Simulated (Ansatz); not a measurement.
# Compressing TiTe: a fit and a missing row

TiTe, P6_3/mmc, a = 3.610 Å, c = 7.224 Å. The structure is a COD entry; whether it is the stable form wasn't checked. Ansatz: PBEsol, PAW, 420 eV, Γ-centred 12×12×8 mesh on 4 atoms, Gaussian smearing 0.10 eV; no spin polarisation. Shape and atoms are relaxed at each volume; pressure is positive in compression.

```
V (Å³/atom) P (GPa)
     19.158        ?
     19.770     3.09
     20.381    -0.01
     20.993    -2.62
     21.604    -4.83
```

Q: Take V0 = 20.381 Å³/atom, count pressures from its P0 = -0.01 GPa, fit the third-order Birch–Murnaghan form to the other rows, and predict the missing pressure.

A: With the Eulerian strain f = ½[(V0/V)^(2/3) − 1] and y = (P − P0)/[3f(1 + 2f)^(5/2)], the form is the line y = B0 + 1.5 B0 (B0′ − 4) f. Rows (f, y): 0.01025, 95.8; -0.00977, 93.6; -0.01905, 92.9. Means f = -0.006190, y = 94.100; Σ(Δf)² = 0.0004485, ΣΔfΔy = 0.04517; the slope is their ratio. y = 94.72 + 100.7 f GPa, so B0 = 94.7 GPa and B0′ = 4 + 2 × (100.7)/(3 × 94.72) = 4.71. At V = 19.158, f = 0.02106, y = 96.84 and P = 6.77 GPa. The run gave 6.74 GPa, so the fit is 0.03 GPa too high, a small miss on the scale of the series. The form still works here, 33 % of the fitted range beyond its end.

Cost: 5 runs of about 6.1 core-minutes in all, on Arm Neoverse V2 (shared hosts).